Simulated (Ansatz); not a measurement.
N:
```cif
data_N8
_chemical_formula_sum 'N8'
_space_group_name_H-M_alt 'P 1'
_space_group_IT_number 1
_cell_length_a 5.66128
_cell_length_b 5.66128
_cell_length_c 5.66128
_cell_angle_alpha 90.000
_cell_angle_beta 90.000
_cell_angle_gamma 90.000
loop_
_space_group_symop_operation_xyz
  'x, y, z'
loop_
_atom_site_label
_atom_site_type_symbol
_atom_site_fract_x
_atom_site_fract_y
_atom_site_fract_z
_atom_site_occupancy
N1 N 0.05617 0.05617 0.05617 1
N2 N 0.94383 0.94383 0.94383 1
N3 N 0.44383 0.94383 0.55617 1
N4 N 0.55617 0.05617 0.44383 1
N5 N 0.55617 0.44383 0.94383 1
N6 N 0.44383 0.55617 0.05617 1
N7 N 0.94383 0.55617 0.44383 1
N8 N 0.05617 0.44383 0.55617 1
```

Relaxed with DFT-PBE+D3(BJ) in the program Ansatz with PAW potentials. Indices refer to the conventional cell of Pa-3, a = 5.6613 Å, b = 5.6613 Å, c = 5.6613 Å, α = 90.00°, β = 90.00°, γ = 90.00°.

Task: Simulate the powder diffraction pattern (Fe Kα, λ = 1.93735 Å; lines above 1 %) up to 2θ = 90°.

Result: Simulated powder pattern, Fe Kα, λ = 1.93735 Å (kinematic, ideal powder, no thermal factors, no anomalous dispersion; the 30 strongest lines at most, above 1 %, up to 2θ = 90°):

```tsv
2θ (°)	d (Å)	I/Imax (%)	hkl
34.48	3.269	100	(111)
40.02	2.831	39	(200)
44.99	2.532	4.5	(210)
49.56	2.311	5.6	(211)
57.89	2.002	12	(220)
61.77	1.887	1.6	(221)
69.15	1.707	6.6	(311)
72.70	1.634	1.9	(222)
76.18	1.570	4.0	(302)
79.62	1.513	6.3	(321)+(312)
89.74	1.373	3.7	(322)+(410)
```

Symmetry was held in the PBE+D3(BJ) relaxation. The substance is a gas or liquid at ambient conditions; this is its low-temperature solid.

Potentials: the later of the program's two PAW sets.
